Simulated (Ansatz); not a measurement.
ZnGeAs₂:
```cif
data_As4Ge2Zn2
_chemical_formula_sum 'As4 Ge2 Zn2'
_space_group_name_H-M_alt 'P 1'
_space_group_IT_number 1
_cell_length_a 6.88869
_cell_length_b 6.88869
_cell_length_c 6.88869
_cell_angle_alpha 131.369
_cell_angle_beta 131.369
_cell_angle_gamma 71.228
loop_
_space_group_symop_operation_xyz
  'x, y, z'
loop_
_atom_site_label
_atom_site_type_symbol
_atom_site_fract_x
_atom_site_fract_y
_atom_site_fract_z
_atom_site_occupancy
As1 As 0.37500 0.37603 0.50103 1
As2 As 0.62397 0.12500 0.99897 1
As3 As 0.87500 0.87397 0.49897 1
As4 As 0.12603 0.62500 0.00103 1
Ge1 Ge 0.50000 0.50000 0.00000 1
Ge2 Ge 0.25000 0.75000 0.50000 1
Zn1 Zn 0.00000 0.00000 0.00000 1
Zn2 Zn 0.75000 0.25000 0.50000 1
```

Relaxed with r²SCAN.

Problem. Tabulate the valence density and the electron localisation function along the shortest As–Zn contact (2.45 Å), plane-wave PAW r²SCAN (Ansatz code).

Solution. 

```csv
distance from As (Å),density (e/Å³),ELF
0.24,21.99,0.17
0.37,13.03,0.23
0.49,6.51,0.40
0.61,2.97,0.58
0.73,1.44,0.70
0.86,0.87,0.77
0.98,0.66,0.79
1.10,0.54,0.77
1.22,0.46,0.65
1.35,0.43,0.42
1.47,0.47,0.26
1.59,0.61,0.20
1.71,0.96,0.14
1.84,1.85,0.08
1.96,4.45,0.02
2.08,11.17,0.00
2.20,23.88,0.00
```

The density is the valence pseudo-density with augmentation charge, so density and ELF within about 1 Å of a nucleus are not all-electron values.

Space group I-42d (chalcopyrite). The workflow started from an entry of the Crystallography Open Database (COD). Whether it is the stable phase at ambient conditions was not checked. The cell was relaxed with r²SCAN under the symmetry of its start; whether a distortion lowers the energy is not shown.

Potentials: the later of the program's two PAW sets.
